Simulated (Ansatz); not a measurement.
A geometry of Si₂Ni away from equilibrium: the start of the relaxation of a relaxed Si2Ni cell displaced along its unstable phonon at q = (½, ½, 0) of its primitive reciprocal cell (96i cm⁻¹), largest move 0.15 Å. Level of theory: PBE (plane waves to 420 eV, PAW, scalar-relativistic; Ansatz, a program for electronic structure). Γ-centred k-mesh 9×9×5 on the run's cell (coarser than for final values), Fermi–Dirac smearing 0.05 eV.

```xyz
12
Lattice="7.0588 0.0000 0.0000 3.5294 3.5294 0.0000 0.0000 0.0000 6.2374" Properties=species:S:1:pos:R:3 pbc="T T T"
Si     0.0000     0.0000     0.1500
Si     3.5294     0.0000    -0.1500
Si     8.8235     1.7647     0.0040
Si     5.2941     1.7647    -0.0040
Si     1.8105    -0.0012     2.3787
Si     5.2483     0.0012     2.3787
Si     7.0600     1.7189     3.8586
Si     3.5282     1.8105     3.8586
Ni     1.6657     0.0026     4.6929
Ni     5.3930    -0.0026     4.6929
Ni     7.0561     1.8637     1.5445
Ni     3.5320     1.6657     1.5445
```

**Question.** Which atoms carry the largest force, and which way does it point?

**Answer.** 0.18 eV/Å, on Ni9, Ni10, Ni11, Ni12 (atoms numbered as listed); on Ni9 its components are (-0.18, 0.00, 0.00).

**Question.** What is the pressure?

**Answer.** +0.2 GPa, compression positive.

**Question.** How far above the relaxed end point is this geometry?

**Answer.** 0.11 eV/atom; the path ends in Pbcm (No. 57).

No spin polarisation in the result. A magnetic state may lie lower.

The run could not lose the symmetry of its start, so the end can be a saddle point.

The end of the path is a generated cell of Si2Ni: the first start was made by placing the elements on the sites of a structure type, and the end was not matched to a known phase here, so it may be hypothetical. Known forms of Si2Ni include space group No. 225.
